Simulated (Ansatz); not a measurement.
GaSb:
Space group P6₃/mmc (No. 194); a = b = 3.9469 Å, c = 7.2561 Å, α = β = 90.00°, γ = 120.00°

```
atom  site  symmetry       x       y       z
----  ----  --------  ------  ------  ------
Ga      2a      -3m.  0.0000  0.0000  0.0000
Sb      2c      -6m2  0.3333  0.6667  0.2500
```

Relaxed at zero pressure with DFT-PBE in the program Ansatz with PAW potentials.

Q: The volume is raised by 6 % and shape and atoms relax at that volume. What pressure results, and how do the axes share the change?

A: -2.7 GPa; a 2.2 %, b 2.2 %, c 1.5 %; the energy rises by 13 meV/atom.

Q: Give the new structure.

A: 
Space group P6₃/mmc (No. 194); a = b = 4.0330 Å, c = 7.3666 Å, α = β = 90.00°, γ = 120.00°

| atom | site | symmetry | x | y | z |
|---|---|---|---|---|---|
| Ga | 2a | -3m. | 0.0000 | 0.0000 | 0.0000 |
| Sb | 2c | -6m2 | 0.3333 | 0.6667 | 0.2500 |

The phase is kept; no other phase was compared at this pressure.

Space group P6_3/mmc (NiAs type). The start of the workflow was typed in or built on a structure type; neither database checked (COD, Materials Project) lists it. It is not the phase usual at ambient conditions (space group No. 216). The PBE relaxation kept the symmetry of its start; its stability against distortions is not shown here. Spin–orbit coupling is left out wherever it is not named.

Potentials: the later of the program's two PAW sets.
